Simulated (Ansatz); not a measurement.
# Pressure against volume in Hf3TiN4

The structure comes from a generated guess, relaxed at this level; another structure or a mixture of phases may lie lower.

Level of theory: Ansatz, DFT PBE, scalar-relativistic, plane waves, PAW. Cutoff 420 eV, Γ-centred 8×8×8 mesh (8-atom cell), Gaussian smearing of 0.10 eV, no spin polarisation.

```
CELL_PARAMETERS angstrom
4.49046 0.00000 0.00000
0.00000 4.49046 0.00000
0.00000 0.00000 4.49046
ATOMIC_POSITIONS crystal
Hf 0.50000 0.00000 0.00000
Hf 0.00000 0.00000 0.50000
Hf 0.00000 0.50000 0.00000
Ti 0.50000 0.50000 0.50000
N 0.00000 0.50000 0.50000
N 0.50000 0.50000 0.00000
N 0.00000 0.00000 0.00000
N 0.50000 0.00000 0.50000
```

The cell was set to several volumes, with shape and atoms relaxed at each where symmetry leaves them free. Pressure is positive in compression, and energies count from the lowest row. No row has a gap on its mesh.

```csv
row,V (Å³/atom),P (GPa),ΔE (meV/atom)
1,9.960,43.85,165.9
2,10.300,30.13,88.0
3,10.639,?,?
4,10.979,8.47,8.7
5,11.318,-0.04,0.0
6,11.658,-7.31,8.0
7,11.997,-13.52,30.3
8,12.450,-20.41,78.6
```

Problem. Find B = −V·ΔP/ΔV from rows 4 and 6 and from rows 1 and 2, and from the two its slope B′ and its value B0 at zero pressure.

Solution. Rows 4 and 6 give −(10.979 + 11.658)/2 × (-7.31 − (8.47))/(11.658 − 10.979) = 263.0 GPa at a mean pressure of 0.58 GPa. Rows 1 and 2 give −(9.960 + 10.300)/2 × (30.13 − (43.85))/(10.300 − 9.960) = 408.8 GPa at a mean pressure of 36.99 GPa. So B′ = (408.8 − 263.0)/(36.99 − (0.58)) = 4.00 and B0 = 263.0 − 4.00 × (0.58) = 260.7 GPa. A third-order Birch–Murnaghan fit to all the energies gives B0 = 262.0 GPa and B′ = 4.2.

Problem. Estimate the pressure and energy of row 3.

Solution. From row 5, V0 = 11.318 × (1 + (-0.04)/260.7) = 11.316 Å³/atom. Murnaghan's form P = (B0/B′)·[(V0/V)^B′ − 1] gives (260.7/4.00) × [(11.316/10.639)^4.00 − 1] = 18.24 GPa; the computed pressure is 18.45 GPa, so the estimate is off by -0.21 GPa. The work of compression from row 4, with the mean of the two pressures, gives ΔE = 8.7 + (18.24 + 8.47)/2 × (10.979 − 10.639)/160.2 × 1000 = 37.0 meV/atom (1 eV/Å³ = 160.2 GPa); the computed value is 36.9 meV/atom.

These runs have no spin–orbit coupling, which can matter for Hf. All volumes keep the k mesh of the relaxed cell. A later test with randomly moved atoms came back to the same energy, though modes that don't fit the test's cell weren't probed.
